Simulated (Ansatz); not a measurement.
ZnGa₂S₄:
```yaml
crystal:
  lattice:
    - [5.15846, 0.00000, 0.00000]
    - [0.00000, 5.15846, 0.00000]
    - [0.00000, 0.00000, 5.32118]
  atoms:
    - { symbol: Zn, position: [0.00000, 0.00000, 0.00000] }
    - { symbol: Ga, position: [0.00000, 0.50000, 0.50000] }
    - { symbol: Ga, position: [0.50000, 0.00000, 0.50000] }
    - { symbol: S, position: [0.73458, 0.73458, 0.23998] }
    - { symbol: S, position: [0.73458, 0.26542, 0.76002] }
    - { symbol: S, position: [0.26542, 0.26542, 0.23998] }
    - { symbol: S, position: [0.26542, 0.73458, 0.76002] }
```

Relaxed with PBEsol.

Question: Map the electron localisation function on the plane through (0.500, 0.000, 0.500) spanned by u = [1, 0, 0] and v = [0, 1, 1] in lattice vectors, from plane-wave PAW PBEsol (Ansatz code).

Answer: x is the fraction of u, y of v (the angle between them is 90°; rows are the nearest grid lines); atoms in the plane: Ga at (0.00, 0.00), S at (0.23, 0.74), S at (0.23, 0.26).
```
y \ x   0.000  0.0769  0.192  0.269  0.346  0.462  0.538  0.654  0.731  0.808  0.923   1.00
------  -----  ------  -----  -----  -----  -----  -----  -----  -----  -----  -----  -----
1.00     1.00   0.048  0.219  0.190  0.068  0.014  0.014  0.068  0.190  0.219  0.048   1.00
0.919   0.137   0.218  0.488  0.568  0.416  0.097  0.027  0.045  0.130  0.201  0.214  0.137
0.838   0.410   0.763  0.860  0.801  0.784  0.518  0.152  0.026  0.035  0.083  0.211  0.410
0.757   0.725   0.869  0.091  0.040  0.723  0.690  0.302  0.031  0.013  0.016  0.248  0.725
0.703   0.766   0.909  0.433  0.179  0.720  0.629  0.234  0.025  0.013  0.013  0.202  0.766
0.622   0.363   0.858  0.924  0.874  0.756  0.283  0.053  0.021  0.026  0.026  0.038  0.363
0.541   0.025   0.095  0.281  0.261  0.149  0.025  0.014  0.033  0.046  0.046  0.024  0.025
0.459   0.025   0.095  0.281  0.261  0.149  0.025  0.014  0.033  0.046  0.046  0.024  0.025
0.378   0.363   0.858  0.924  0.874  0.756  0.283  0.053  0.021  0.026  0.026  0.038  0.363
0.297   0.766   0.909  0.433  0.179  0.720  0.629  0.234  0.025  0.013  0.013  0.202  0.766
0.243   0.725   0.869  0.091  0.040  0.723  0.690  0.302  0.031  0.013  0.016  0.248  0.725
0.162   0.410   0.763  0.860  0.801  0.784  0.518  0.152  0.026  0.035  0.083  0.211  0.410
0.0811  0.137   0.218  0.488  0.568  0.416  0.097  0.027  0.045  0.130  0.201  0.214  0.137
0.000    1.00   0.048  0.219  0.190  0.068  0.014  0.014  0.068  0.190  0.219  0.048   1.00
```

The density is the valence pseudo-density with augmentation charge, so density and ELF within about 1 Å of a nucleus are not all-electron values.

Space group P-42m. The workflow started from a Materials Project entry (that database holds measured and hypothetical structures alike); the Crystallography Open Database copy checked does not list it. With Zn and Ga taken as one species the cell has the higher symmetry P-43m, so it may be an ordered model of a mixed-site phase. Its standing as an ambient phase is unchecked. The PBEsol relaxation kept the symmetry of its start; its stability against distortions is not shown here.

Potentials: the later of the program's two PAW sets.
